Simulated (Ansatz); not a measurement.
Magnetic states of nickel, diamond

These are results of DFT, r2SCAN, plane waves (500 eV) with PAW, scalar-relativistic (Ansatz), not measurements. The PAW files were generated under PBE, with cores re-solved for the functional.

Each start was relaxed and then solved on a dense mesh, with Fermi-Dirac smearing of 0.05 eV (0.1 eV in a metal without spin) extrapolated to zero. Rows within 2 meV/atom of each other tie.

(1) Where does each start end, and how do the energies compare? Starts: antiferromagnetic; ferromagnetic; non-magnetic.

Results:

(1) 
| start | ends | ΔE (meV/atom) | V (Å³/atom) |
| --- | --- | --- | --- |
| ferromagnetic | ferromagnetic, net 0.86 μB per atom | 0.0 | 15.87 |
| antiferromagnetic | ferromagnetic, net 0.86 μB per atom | 0.0 | 15.87 |
| non-magnetic | spin not included | 168.9 | 15.76 |
